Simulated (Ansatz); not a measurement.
The relaxed structure here is a generated cell of Li: the first start was made by a random draw of sites in a space group, and the end was not matched to a known phase here, so it may be hypothetical. Known forms of Li include space group No. 229.

A relaxed structure of Li. Space group Pm-3m (No. 221). Method: r2SCAN (plane waves to 500 eV, PAW, scalar-relativistic; Ansatz, a first-principles code).

Space group Pm-3m (No. 221); a = b = c = 4.1694 Å, α = β = γ = 90.00°

| atom | site | symmetry | x | y | z |
|---|---|---|---|---|---|
| Li | 3c | 4/mm.m | 0.0000 | 0.5000 | 0.5000 |

```yaml
volume_per_atom: 24.16 Å³
band_gap: zero (metallic)
shortest_distances: Li–Li 2.95 Å
k-mesh: 11×11×11
```

Band energies at high-symmetry points (eV from the Fermi level; labels of this space group; no spin-orbit coupling), from −5 eV up to 3.7 eV:

| point | energies |
|---|---|
| Γ | -3.57 2.83 2.83 2.83 |
| X | -1.72 -1.69 |
| M | -0.56 0.07 0.64 0.64 |
| R | -0.13 1.44 1.44 1.44 |

No spin polarisation in the result.

The run could not lose the symmetry of its start; a randomly shaken copy of 6 atoms returns to this structure.

All atoms sit on sites fixed by symmetry, so only the cell could relax.
